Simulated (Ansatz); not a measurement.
Ni$_{3}$Si (Cu3Au type)

```
Ni3Si
1.0
    3.46107     0.00000     0.00000
    0.00000     3.46107     0.00000
    0.00000     0.00000     3.46107
Si Ni
1 3
Direct
  0.00000   0.00000   0.00000
  0.00000   0.50000   0.50000
  0.50000   0.00000   0.50000
  0.50000   0.50000   0.00000
```

Scan: atom 4 (Ni, nearest neighbour Si at 2.447 Å; its periodic images, 3.5 Å or more away, move with it) is displaced towards the nearest neighbour, direction (-0.707, -0.707, 0.000) in Cartesian axes, by s. The other atoms stay.

These are PBEsol (plane waves to 420 eV, PAW, scalar-relativistic; Ansatz, a first-principles code) values and carry that method's errors. k mesh 11×11×11 (Γ-centred), Fermi-Dirac smearing 0.05 eV. The energy includes the smearing's −TS. Left out: 2 of 11 points, with atoms too close for the PAW data. With partly filled bands, energies and forces of such displacements shift with the k mesh and the smearing. At this level the bands of Ni3Si touch or barely overlap. Ni3Si is run without spin polarisation. Ni3Si was relaxed with its symmetry unable to fall. ΔE is measured from the undisplaced structure. The last digit holds for this mesh only.

```tsv
s (Å)	ΔE (meV/cell)
-0.584	2097.2
-0.438	1060.6
-0.292	441.3
-0.146	106.6
0.000	0.0
0.146	106.6
0.292	441.3
0.438	1060.6
0.584	2097.2
```

What force constant k = d²E/ds² at s = 0 does the table give?

9.9 eV/Å². It is the second difference of the nearest points, corrected with the next pair.

With k = 9.88 eV/Å² from the forces, is the well harmonic out to s = 0.584 Å?

½ks² = 1685 meV/cell against the computed 2097 meV/cell, so the well is stiffer than harmonic there.

(For displaced atoms, the force is minus the slope of the energy, and its curvature is a force constant, which sets phonon frequencies.)
